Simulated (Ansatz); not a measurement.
**What a change of settings does to a run on BiTe**

The cell comes from COD entry 9008604, which wasn't checked; take it as a given geometry. The listed cell was then made from it by scaling, straining or moving an atom.

First run: DFT, PBE, all-electron LAPW, scalar-relativistic (Ansatz 0.2.0).

Command: `ansatz run input.yaml --threads 1 --pin off --max-ram 2048MiB --backend cpu --events-out ev --progress --plain --runs-dir out` The run took 40 s on 1 thread of Arm Neoverse V2, with other jobs on the host, peak memory 0.35 GiB.

```yaml
crystal:
  lattice:
    - [0.0, 3.2023209981, 3.2023209981]
    - [3.2023209981, 0.0, 3.2023209981]
    - [3.2023209981, 3.2023209981, 0.0]
  atoms:
    - { symbol: Bi, position: [0.0, 0.0, 0.0] }
    - { symbol: Te, position: [0.5, 0.5, 0.5] }
kpoints:
  mp_grid: { grid: [9, 9, 9] }
scf:
  occupations: { method: fermi_dirac, width: 0.05 }
hamiltonian:
  xc: pbe
  pseudopotentials: { kind: all_electron, lapw: { basis_error: 0.001 } }
output:
  forces: true
  stress: true
relax:
  f_tol: 0.005
  max_steps: 80
  cell: {}
```

Result: converged; relaxed volume 34.389 Å³/atom; 24 SCF iterations in all.

Spin–orbit coupling is left out, though it moves levels of the heavy atoms by tenths of an eV or more.

The input is then changed:

```diff
@@ -14,4 +14,5 @@
   xc: pbe
   pseudopotentials: { kind: all_electron, lapw: { basis_error: 0.001 } }
+  dispersion: d4
 output:
   forces: true
```

**Question.** Predict the outcome of the changed run.

**Answer.** It converged; relaxed volume 32.839 Å³/atom; 9 SCF iterations in all.
